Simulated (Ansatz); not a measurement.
Ni$_{3}$Sn:
```xyz
4
Lattice="0.0000 2.9232 2.9232 2.9232 0.0000 2.9232 2.9232 2.9232 0.0000" Properties=species:S:1:pos:R:3 pbc="T T T"
Ni     2.9232     2.9232     2.9232
Sn     0.0000     0.0000     0.0000
Ni     1.4616     1.4616     1.4616
Ni     4.3849     4.3849     4.3849
```

Relaxed with PBEsol. Special points in fractions of this cell's reciprocal vectors: Γ (0.000, 0.000, 0.000); X (0.500, 0.000, 0.500); U (0.625, 0.250, 0.625); K (0.375, 0.375, 0.750); L (0.500, 0.500, 0.500); W (0.500, 0.250, 0.750).

Problem. List the band energies nearest the Fermi level at these points for DFT-PBEsol with spin–orbit coupling in the program Ansatz with PAW potentials.

Solution. In eV from the Fermi level; about four levels below and three above (degenerate sets whole), none deeper than 8.9 eV; points with the same levels are listed once.

```json
[
 {"k": "Γ", "below": "-0.63 -0.63 -0.63 -0.63", "above": "3.72 3.72 3.82 3.82"},
 {"k": "X", "below": "-0.42 -0.42 -0.41 -0.41", "above": "2.99 2.99 3.72 3.72"},
 {"k": "U", "below": "-0.44 -0.44 -0.29 -0.29", "above": "0.05 0.05 3.34 3.34"},
 {"k": "L", "below": "-0.63 -0.63 -0.42 -0.42", "above": "3.21 3.21 3.39 3.39"},
 {"k": "W", "below": "-0.39 -0.39 -0.35 -0.35", "above": "5.90 5.90 6.36 6.36"}
]
```

Space group Fm-3m. The workflow started from an entry of the Crystallography Open Database (COD), which files this formula under 3 space groups. Whether it is the stable phase at ambient conditions was not checked. The PBEsol relaxation kept the symmetry of its start. At this level the phase is mechanically unstable. The workflow began spin-polarised and lost its moments.

Potentials: the later of the program's two PAW sets.
